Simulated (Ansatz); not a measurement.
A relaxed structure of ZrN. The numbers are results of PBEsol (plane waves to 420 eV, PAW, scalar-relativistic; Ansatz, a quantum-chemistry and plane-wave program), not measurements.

```cif
data_NZr
_chemical_formula_sum 'Zr1 N1'
_space_group_name_H-M_alt 'P 1'
_space_group_IT_number 1
_cell_length_a 3.21933
_cell_length_b 3.21933
_cell_length_c 3.21933
_cell_angle_alpha 60.000
_cell_angle_beta 60.000
_cell_angle_gamma 60.000
loop_
_space_group_symop_operation_xyz
  'x, y, z'
loop_
_atom_site_label
_atom_site_type_symbol
_atom_site_fract_x
_atom_site_fract_y
_atom_site_fract_z
_atom_site_occupancy
Zr1 Zr 0.00000 0.00000 0.00000 1
N1 N 0.50000 0.50000 0.50000 1
```

Question: Find the space group and the Wyckoff positions (tolerance 0.01 Å).

Answer: Space group Fm-3m (No. 225); a = b = c = 4.553 Å, α = β = γ = 90.00°

```
atom  site  symmetry       x       y       z
----  ----  --------  ------  ------  ------
Zr      4a      m-3m  0.0000  0.0000  0.0000
N       4b      m-3m  0.5000  0.5000  0.5000
```

This is the rock salt type.

Question: Give the shortest distances between elements (the closest pairs, up to four, under 3.6 Å).

Answer: N–Zr 2.28 Å; N–N 3.22 Å; Zr–Zr 3.22 Å.

- Volume per atom = 11.80 Å³
- Density = 7.41 g/cm³
- Band gap = zero (metallic)

No spin polarisation in the result. The relaxed primitive cell holds an odd number of electrons. A magnetic state may lie lower.

The run could not lose the symmetry of its start; a randomly shaken copy of 4 atoms returns to this structure.
